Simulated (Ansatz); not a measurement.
Density of states of a Si₅Pb₁₁C₄ cell (elements on a diamond lattice, relaxed), per eV and atom, broadened by Gaussian smearing of width 0.1 eV and averaged over bins of 0.2 eV, from 8 eV under the Fermi level at most up to where the solved bands end.

Level of theory: DFT PBE, scalar-relativistic, plane waves, PAW (Ansatz).

Cutoff 420 eV; k points 5×5×3 on the computed 20-atom cell (Γ-centred); Gaussian smearing, width 0.10 eV; no spin polarisation.

```
C Si Pb
1.0
     2.52526    4.33911    5.68192
    -2.87395   -2.64121    5.03347
     8.26281   -6.72163    1.61603
C Si Pb
4 5 11
Direct
  0.82082 0.04731 0.38628
  0.80331 0.47996 0.52253
  0.77801 0.49444 0.23218
  0.99240 0.93207 0.83424
  0.75800 0.00343 0.78801
  0.29870 0.08307 0.21189
  0.78644 0.34000 0.37802
  0.02315 0.47657 0.58636
  0.74683 0.40877 0.07436
  0.22913 0.02608 0.72229
  0.01718 0.54541 0.85519
  0.01020 0.02378 0.04329
  0.33402 0.32694 0.43899
  0.42947 0.24491 0.97854
  0.66048 0.88133 0.53758
  0.58267 0.40465 0.67314
  0.54535 0.73197 0.90385
  0.68633 0.89478 0.21503
  0.12678 0.88788 0.42743
  0.10024 0.53513 0.19414
```

```
E − E_F (eV) total Pb 6p C 2p Si 3p Pb 6s
       -7.95  0.434  0.039  0.054  0.030  0.263
       -7.75  0.483  0.039  0.057  0.032  0.304
       -7.55  0.531  0.039  0.062  0.034  0.341
       -7.35  0.494  0.032  0.056  0.033  0.320
       -7.15  0.264  0.019  0.034  0.022  0.150
       -6.95  0.236  0.020  0.047  0.023  0.083
       -6.75  0.141  0.010  0.033  0.015  0.048
       -6.55  0.040  0.004  0.010  0.004  0.011
       -6.35  0.166  0.032  0.028  0.013  0.029
       -6.15  0.321  0.054  0.058  0.027  0.061
       -5.95  0.248  0.040  0.039  0.019  0.057
       -5.75  0.225  0.028  0.044  0.019  0.051
       -5.55  0.078  0.015  0.014  0.007  0.015
       -5.35  0.185  0.043  0.029  0.018  0.034
       -5.15  0.148  0.031  0.024  0.014  0.029
       -4.95  0.095  0.019  0.016  0.008  0.019
       -4.75  0.028  0.006  0.005  0.003  0.005
       -4.55  0.141  0.039  0.031  0.019  0.016
       -4.35  0.254  0.069  0.059  0.038  0.028
       -4.15  0.214  0.060  0.059  0.040  0.019
       -3.95  0.392  0.131  0.111  0.095  0.023
       -3.75  0.422  0.151  0.113  0.104  0.025
       -3.55  0.460  0.160  0.129  0.115  0.028
       -3.35  0.504  0.181  0.150  0.116  0.028
       -3.15  0.557  0.204  0.170  0.122  0.029
       -2.95  0.507  0.198  0.145  0.105  0.030
       -2.75  0.525  0.212  0.152  0.103  0.032
       -2.55  0.538  0.205  0.161  0.112  0.033
       -2.35  0.569  0.216  0.168  0.124  0.035
       -2.15  0.521  0.209  0.146  0.108  0.034
       -1.95  0.577  0.245  0.159  0.106  0.038
       -1.75  0.490  0.221  0.123  0.089  0.031
       -1.55  0.483  0.234  0.098  0.095  0.031
       -1.35  0.526  0.260  0.098  0.106  0.035
       -1.15  0.477  0.233  0.091  0.094  0.035
       -0.95  0.440  0.212  0.080  0.093  0.032
       -0.75  0.408  0.200  0.070  0.086  0.029
       -0.55  0.434  0.216  0.074  0.087  0.030
       -0.35  0.513  0.261  0.077  0.100  0.042
       -0.15  0.459  0.232  0.066  0.085  0.043
        0.05  0.385  0.193  0.054  0.073  0.035
        0.25  0.441  0.226  0.059  0.086  0.036
        0.45  0.436  0.230  0.050  0.086  0.034
        0.65  0.450  0.239  0.045  0.089  0.036
        0.85  0.404  0.216  0.038  0.084  0.030
        1.05  0.438  0.240  0.042  0.083  0.031
        1.25  0.439  0.242  0.040  0.082  0.027
```

The columns after the total are the largest Löwdin projections on the valence shells of the potentials, so they needn't add up, and the weight of a shell that a potential lacks goes to other orbitals. The cell has no gap on the mesh.

Spin-orbit coupling is left out, which matters for the bands of heavy elements.

Cost: 2 runs of about 31 core-minutes in all (earlier runs that led there not counted), on Arm Neoverse V2 (shared hosts).